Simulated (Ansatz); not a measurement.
A generated cell, not matched to a known phase here, of CsI: F-43m (No. 216), cF8, zinc blende type; a = 8.554 Å, b = 8.554 Å, c = 8.554 Å, α = 90.00°, β = 90.00°, γ = 90.00°; I 4c (0.250, 0.250, 0.250); Cs 4a (0.000, 0.000, 0.000). The numbers are results of PBEsol (plane waves to 420 eV, PAW, scalar-relativistic; Ansatz, a first-principles code), not measurements. Element references, the lowest calculated here: Cs (Im-3m), I (Cmce).

Total energies (eV/atom, σ → 0; comparable only within this code, potentials and settings):

```json
[
 {"phase": "CsI (F-43m)", "E (eV/atom)": "-6510.472"},
 {"phase": "Cs (Im-3m)", "E (eV/atom)": "-5585.796"},
 {"phase": "I (Cmce)", "E (eV/atom)": "-7432.288"}
]
```

Task: What is the formation energy of this F-43m form of CsI from the elements?

Result: E_f = -6510.472 − [1 × (-5585.796) + 1 × (-7432.288)] / 2 = -1.43 eV/atom (-2.9 eV per formula unit).

A lower structure of this composition may exist. Known forms of CsI include space group No. 221.

Static energies, no anion corrections, no zero-point energy. Values are rounded to 0.01 eV/atom. Not shown to be the ambient phase of their composition (a lower form may be missing, and a cell relaxed within its start's symmetry can be a saddle point): CsI (F-43m). Spin-orbit coupling is missing from these energies, which matters for elements this heavy. The compounds carry no spin polarisation.
